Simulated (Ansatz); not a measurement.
SrCd2:
```cif
data_Cd8Sr4
_chemical_formula_sum 'Sr4 Cd8'
_space_group_name_H-M_alt 'Imma'
_space_group_IT_number 74
_space_group_name_Hall '-I 2b 2'
_cell_length_a 5.03054
_cell_length_b 7.95079
_cell_length_c 8.35149
_cell_angle_alpha 90.000
_cell_angle_beta 90.000
_cell_angle_gamma 90.000
loop_
_atom_site_label
_atom_site_type_symbol
_atom_site_symmetry_multiplicity
_atom_site_Wyckoff_symbol
_atom_site_fract_x
_atom_site_fract_y
_atom_site_fract_z
_atom_site_occupancy
Sr1 Sr 4 e 0.00000 0.25000 0.04926 1
Cd1 Cd 8 h 0.00000 0.05899 0.66412 1
```
(The calculation used a cell of 6 atoms; values per cell refer to that cell.)

Relaxed with PBEsol.

Task: Tabulate the valence density and the electron localisation function along the shortest Cd–Cd contact (2.90 Å), the program Ansatz at the PBEsol level (PAW).

Result: 

| distance from Cd (Å) | density (e/Å³) | ELF |
|---|---|---|
| 0.29 | 18.64 | 0.79 |
| 0.43 | 11.99 | 0.65 |
| 0.58 | 6.44 | 0.52 |
| 0.72 | 2.92 | 0.41 |
| 0.87 | 1.22 | 0.31 |
| 1.01 | 0.58 | 0.23 |
| 1.16 | 0.34 | 0.20 |
| 1.30 | 0.26 | 0.23 |
| 1.45 | 0.23 | 0.27 |
| 1.59 | 0.26 | 0.23 |
| 1.74 | 0.34 | 0.20 |
| 1.88 | 0.58 | 0.23 |
| 2.03 | 1.22 | 0.31 |
| 2.17 | 2.92 | 0.41 |
| 2.32 | 6.44 | 0.52 |
| 2.46 | 11.99 | 0.65 |
| 2.61 | 18.64 | 0.79 |

The density is the valence pseudo-density with augmentation charge, so density and ELF within about 1 Å of a nucleus are not all-electron values.

The workflow started from an entry of the Crystallography Open Database (COD). Its standing as an ambient phase is unchecked. Symmetry was held in the PBEsol relaxation; whether a distortion lowers the energy is not shown.

Potentials: the later of the program's two PAW sets.
